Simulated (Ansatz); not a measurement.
## Harmonic thermodynamics of Be$_{2}$CdS$_{3}$

All numbers below come from DFT PBE, scalar-relativistic, plane waves, PAW in Ansatz. Plane waves to 420 eV; Γ-centred k mesh 6×6×4; fixed occupations. No spin polarisation. Phonons by linear response, acoustic sum rule imposed.

Relaxed structure:
```cif
data_structure
_symmetry_space_group_name_H-M 'P 1'
_symmetry_Int_Tables_number 1
_cell_length_a 9.9325
_cell_length_b 9.9325
_cell_length_c 6.1321
_cell_angle_alpha 90.000
_cell_angle_beta 90.000
_cell_angle_gamma 159.029
_cell_volume 216.51
loop_
_atom_site_label
_atom_site_type_symbol
_atom_site_fract_x
_atom_site_fract_y
_atom_site_fract_z
_atom_site_occupancy
Be1 Be 0.22074 0.77926 0.05472 1
Be2 Be 0.44252 0.55748 0.44895 1
Be3 Be 0.77926 0.22074 0.55472 1
Be4 Be 0.55748 0.44252 0.94895 1
Cd1 Cd 0.88990 0.11010 0.94767 1
Cd2 Cd 0.11010 0.88990 0.44767 1
S1 S 0.88835 0.11165 0.52721 1
S2 S 0.11165 0.88835 0.02721 1
S3 S 0.24036 0.75964 0.41072 1
S4 S 0.53789 0.46211 0.61078 1
S5 S 0.75964 0.24036 0.91072 1
S6 S 0.46211 0.53789 0.11078 1
```

The cell was found from a structure generator's guess, not taken from experiment. The q mesh is coarse, so values between its points are rough.

Force constants from linear response on a 2×2×1 q mesh, interpolated to a fine mesh.

Q: Give the zero-point energy per atom.

A: 55.2 meV.

Q: How large are the vibrational entropy and heat capacity at 300 K?

A: S = 2.87 k_B and C_V = 2.47 k_B per atom, 82 % of the Dulong–Petit value.

Q: Tabulate them against temperature.

A:
| T (K) | F_vib (meV/atom) | S (k_B/atom) | C_V (k_B/atom) |
| --- | --- | --- | --- |
| 100 | 52.2 | 0.86 | 1.12 |
| 200 | 40.0 | 1.95 | 2.04 |
| 300 | 19.1 | 2.87 | 2.47 |
| 400 | -8.9 | 3.61 | 2.67 |
| 500 | -42.8 | 4.22 | 2.78 |
| 600 | -81.4 | 4.73 | 2.85 |
| 700 | -124.1 | 5.18 | 2.88 |
| 800 | -170.5 | 5.56 | 2.91 |
| 900 | -219.9 | 5.91 | 2.93 |
| 1000 | -272.2 | 6.22 | 2.94 |
